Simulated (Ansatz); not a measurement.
BN (wurtzite, P6_3mc), the program Ansatz at the PBE level (PAW), all energies at zero smearing, with the estimated change up to a 700 eV cutoff added, with one set of potentials and settings (totals compare only within such a set). Cell of 4 atoms (2 B, 2 N): -1084.500 eV.

| element | reference phase | E (eV/atom) |
|---|---|---|
| B | R-3m, 12 atoms in the cell | -155.9170 |
| N | Pa-3, 8 atoms in the cell | -384.0342 |

Formation energy per atom, worked out: (-1084.500 − 2×(-155.9170) − 2×(-384.0342))/4 = -1.149 eV/atom (-111 kJ per mol of atoms), at 0 K, without zero-point energy or fitted corrections.

The cell was relaxed with PBE under the symmetry of its start. The references are the lowest solids computed at this level, not always the standard phases (solids in place of the gases).

Potentials: the earlier of the program's two PAW sets.
